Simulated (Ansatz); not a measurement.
# Does relaxation matter for the field gradients of SiC with Zr replacing C?

Start: a supercell of SiC (wurtzite type, P6_3mc) built from a COD entry, with all atoms left at the host's positions.

```cif
data_structure
_symmetry_space_group_name_H-M 'P 1'
_symmetry_Int_Tables_number 1
_cell_length_a 6.1520
_cell_length_b 9.2280
_cell_length_c 10.0960
_cell_angle_alpha 90.000
_cell_angle_beta 90.000
_cell_angle_gamma 120.000
_cell_volume 496.37
loop_
_atom_site_label
_atom_site_type_symbol
_atom_site_fract_x
_atom_site_fract_y
_atom_site_fract_z
_atom_site_occupancy
Si1 Si 0.16667 0.22222 0.00000 1
Si2 Si 0.16667 0.22222 0.50000 1
Si3 Si 0.16667 0.55556 0.00000 1
Si4 Si 0.16667 0.55556 0.50000 1
Si5 Si 0.16667 0.88889 0.00000 1
Si6 Si 0.16667 0.88889 0.50000 1
Si7 Si 0.66667 0.22222 0.00000 1
Si8 Si 0.66667 0.22222 0.50000 1
Si9 Si 0.66667 0.55556 0.00000 1
Si10 Si 0.66667 0.55556 0.50000 1
Si11 Si 0.66667 0.88889 0.00000 1
Si12 Si 0.66667 0.88889 0.50000 1
Si13 Si 0.33333 0.11111 0.25000 1
Si14 Si 0.33333 0.11111 0.75000 1
Si15 Si 0.33333 0.44444 0.25000 1
Si16 Si 0.33333 0.44444 0.75000 1
Si17 Si 0.33333 0.77778 0.25000 1
Si18 Si 0.33333 0.77778 0.75000 1
Si19 Si 0.83333 0.11111 0.25000 1
Si20 Si 0.83333 0.11111 0.75000 1
Si21 Si 0.83333 0.44444 0.25000 1
Si22 Si 0.83333 0.44444 0.75000 1
Si23 Si 0.83333 0.77778 0.25000 1
Si24 Si 0.83333 0.77778 0.75000 1
Zr25 Zr 0.16667 0.22222 0.19250 1
C26 C 0.16667 0.22222 0.69250 1
C27 C 0.16667 0.55556 0.19250 1
C28 C 0.16667 0.55556 0.69250 1
C29 C 0.16667 0.88889 0.19250 1
C30 C 0.16667 0.88889 0.69250 1
C31 C 0.66667 0.22222 0.19250 1
C32 C 0.66667 0.22222 0.69250 1
C33 C 0.66667 0.55556 0.19250 1
C34 C 0.66667 0.55556 0.69250 1
C35 C 0.66667 0.88889 0.19250 1
C36 C 0.66667 0.88889 0.69250 1
C37 C 0.33333 0.11111 0.44250 1
C38 C 0.33333 0.11111 0.94250 1
C39 C 0.33333 0.44444 0.44250 1
C40 C 0.33333 0.44444 0.94250 1
C41 C 0.33333 0.77778 0.44250 1
C42 C 0.33333 0.77778 0.94250 1
C43 C 0.83333 0.11111 0.44250 1
C44 C 0.83333 0.11111 0.94250 1
C45 C 0.83333 0.44444 0.44250 1
C46 C 0.83333 0.44444 0.94250 1
C47 C 0.83333 0.77778 0.44250 1
C48 C 0.83333 0.77778 0.94250 1
```

Atom numbers follow the list; atoms alike are taken as one site, whose name carries the number of the first.

The numbers come from a DFT calculation in Ansatz (PBE, plane waves and PAW, scalar-relativistic, 420 eV cutoff, Γ-centred 4×3×2 k-points, Fermi–Dirac smearing 0.01 eV).

The largest force at the start is 16 eV/Å. Relaxing the ions at fixed cell moves them by 0.952 Å at most (atom 1, Si) and 0.265 Å rms.

```csv
site,atom,moved (Å),first shell before,first shell after,V_zz before (10²¹ V/m²),η before
Si1,1,0.952,"3 C at 1.87 Å, 1 Zr at 1.94 Å","4 C at 1.84–2.03 Å, 3 Si at 2.46–2.50 Å; also 1 Zr at 2.34 Å",0.28,0.15
Si3,3,0.099,4 C at 1.87–1.94 Å,4 C at 1.88–1.89 Å,1.76,0.11
Si7,7,0.101,4 C at 1.87–1.94 Å,4 C at 1.81–1.93 Å,1.75,0.15
Si9,9,0.067,4 C at 1.87–1.94 Å,4 C at 1.87–1.88 Å,1.64,0.09
Si13,13,0.394,"3 C at 1.87–1.94 Å, 1 Zr at 1.87 Å","2 C at 1.87–1.96 Å, 1 Si at 2.30 Å; also 1 Zr at 2.48 Å, 1 C at 2.72 Å",-1.81,0.39
Si14,14,0.091,4 C at 1.87–1.94 Å,"4 C at 1.84–1.94 Å, 1 Si at 2.47 Å; also 1 C at 2.88 Å",2.04,0.04
Si15,15,0.071,"1 Zr at 1.87 Å, 3 C at 1.87–1.94 Å",3 C at 1.92–1.93 Å,1.94,0.27
Si16,16,0.152,4 C at 1.87–1.94 Å,"4 C at 1.84–1.95 Å, 1 Si at 2.46 Å; also 1 C at 3.02 Å",2.23,0.02
Si17,17,0.109,4 C at 1.87–1.94 Å,4 C at 1.82–1.90 Å,-1.12,0.99
Si18,18,0.085,4 C at 1.87–1.94 Å,4 C at 1.87–1.88 Å,1.59,0.03
Si19,19,0.689,"3 C at 1.87–1.94 Å, 1 Zr at 1.87 Å","3 C at 1.84–1.91 Å, 1 Si at 2.30 Å; also 1 Zr at 2.55 Å, 1 Si at 2.61 Å",-1.86,0.44
Si20,20,0.123,4 C at 1.87–1.94 Å,"4 C at 1.84–1.93 Å, 1 Si at 2.50 Å; also 1 C at 2.88 Å",2.06,0.04
Si21,21,0.116,4 C at 1.87–1.94 Å,4 C at 1.87–1.92 Å,1.45,0.10
Si22,22,0.070,4 C at 1.87–1.94 Å,4 C at 1.86–1.87 Å,1.65,0.02
Si24,24,0.078,4 C at 1.87–1.94 Å,4 C at 1.87–1.88 Å,1.61,0.05
Zr,25,0.816,4 Si at 1.87–1.94 Å,"5 C at 2.31–2.75 Å, 1 Si at 2.34 Å; also 5 Si at 2.48–3.01 Å, 1 C at 3.10 Å",-4.56,0.37
```

(1) What are V_zz and η after the relaxation?

## Answers

(1) 

| site | atom | V_zz after | η after | change of V_zz |
| --- | --- | --- | --- | --- |
| Si1 | 1 | -2.17 | 0.22 | – |
| Si3 | 3 | -1.52 | 0.45 | -3.28 |
| Si7 | 7 | 2.54 | 0.81 | – |
| Si9 | 9 | 1.01 | 0.80 | – |
| Si13 | 13 | -5.79 | 0.51 | – |
| Si14 | 14 | -3.30 | 0.53 | – |
| Si15 | 15 | -4.63 | 0.12 | – |
| Si16 | 16 | -3.67 | 0.62 | – |
| Si17 | 17 | -2.57 | 0.35 | – |
| Si18 | 18 | -0.86 | 0.72 | -2.45 |
| Si19 | 19 | 4.25 | 0.78 | +6.11 |
| Si20 | 20 | 2.69 | 0.98 | – |
| Si21 | 21 | -2.35 | 0.61 | – |
| Si22 | 22 | -0.93 | 0.36 | -2.58 |
| Si24 | 24 | -0.59 | 0.95 | -2.20 |
| Zr | 25 | 14.90 | 0.63 | – |

The largest change of V_zz along a kept axis is on Si19, from -1.86 to 4.25. The whole tensor moves most on Zr, by 15.10 along its most changed direction. Small gradients that grow severalfold: Si1 (0.28 to -2.17). Where |V_zz| stays above 0.1 and the axes keep their order, η moves most on Si24, from 0.05 to 0.95. On Si3, Si10, Si4, C43, C48, C42, C47 (not all in the table) V_xx and V_yy change places (or their axes turn by over 50°), so the two values of η hide a larger change. V_zz changes sign on Si19 (axis turned by 33°), Si3 (axis turned by 19°), Si22 (same axis), Si24 (axis turned by 12°), Si18 (axis turned by 13°), C37 (axis turned by 18°), C43 (axis turned by 16°), C32 (axis turned by 18°) and 1 more site (not all in the table). On Zr, Si16, Si20, Si14, Si15, Si13, Si7, Si9 and 23 more sites (not all in the table) the largest principal value lies along another axis in the second run, so the two V_zz can't be compared directly. The table leaves out 32 of the 48 sites, with |V_zz| up to 6.17; their tensors move by 4.46 at most along any direction. The statements above cover all sites. The electronic state changes along with the positions (a gap opens), so the changes aren't those of geometry alone. The host's own positions weren't relaxed first, so part of the change far from the defect can be the host's relaxation.

The defect repeats with the cell of 48 atoms, so it feels its images: sites between two images don't show the values beside a lone defect, and zeros or small values of η there can come from the images' arrangement. C and Si carry a gradient in the pure host already, so the values there aren't the defect's effect alone. Without spin–orbit coupling (the program notes it for Zr) the gradients can shift somewhat, as the gap is small.
Before: The run isn't spin-polarised, and a state with spin may lie lower. Forces reach 0.8 eV/Å even beyond 5.5 Å from the defect, so the host's positions may themselves be off equilibrium. The defect cell has no gap above 0.1 eV on its mesh, so the values can hang on the smearing and the k-mesh. The cell keeps the host's lattice, where the PBE pressure is 18 GPa. The neighbours have not yet relaxed around the defect (largest force 16 eV/Å), so the values at and beside it are those of a strained start, not of the defect in a real crystal.
After: With a gap of 0.6 eV on this mesh, small gradients can still move by 0.1 × 10²¹ V/m² or more as the k-mesh gets denser. The cell keeps the host's lattice, where the PBE pressure is 11 GPa.
